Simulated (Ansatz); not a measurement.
An element in the bcc structure gives these cold pressures by all-electron LAPW under LDA (Ansatz 0.2.0, scalar-relativistic, no spin polarisation).

| V (Å³/atom) | P (GPa) |
| --- | --- |
| 15.89 | -0.01 |
| 14.62 | 11.35 |
| 13.34 | 27.2 |
| 12.07 | 49.1 |
| 10.80 | 81.1 |
| 9.53 | 127.0 |
| 8.26 | 202.6 |
| 7.15 | 309.4 |

(1) Which element is it?

Answers

(1) Ti. Its zero-pressure volume in this structure is near 15.9 Å³/atom; the volume and the steepness of P(V) together point to it, though neighbours can come close. Other candidates weren't computed, and some may come near.
